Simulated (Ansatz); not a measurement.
Axial (c/a) deformation path in Bi

Computed with DFT PBE, scalar-relativistic, plane waves, PAW in Ansatz 0.2.0. Settings: plane waves to 420 eV, k-mesh 12×12×12 (Γ-centred), Gaussian smearing 0.15 eV. Spin–orbit coupling is left out, which can shift energies with elements as heavy as these. No spin polarisation. Energies are free energies at this smearing, counted from the undisturbed cell; pressure is positive in compression.

The starting cell (as given, not relaxed at this level; it stands at 1.8 GPa):

```
CELL_PARAMETERS angstrom
2.27300 1.31232 3.95400
-2.27300 1.31232 3.95400
0.00000 -2.62463 3.95400
ATOMIC_POSITIONS crystal
Bi 0.23389 0.23389 0.23389
Bi 0.76611 0.76611 0.76611
```

At fixed volume and fractional coordinates, lengths along (0.000, 0.000, 1.000) are scaled against those across it; ρ is that ratio over its starting value. The cell is metallic on the mesh throughout.

```csv
ρ,ΔE (meV/atom),pressure (GPa)
0.800,76.8,0.3
0.850,48.9,0.8
0.920,15.0,1.3
0.960,4.1,1.6
1.000,0.0,1.8
1.050,?,?
1.100,15.0,2.2
1.200,50.1,2.2
1.300,?,?
```

**Question.** Give the withheld values.

**Answer.** ΔE (meV/atom) at ρ = 1.050: 3.7; pressure (GPa) at ρ = 1.050: 2.0; ΔE (meV/atom) at ρ = 1.300: 93.2; pressure (GPa) at ρ = 1.300: 1.9.

Cost: 9 runs of about 1.8 core-minutes in all, on Arm Neoverse V2 (shared hosts).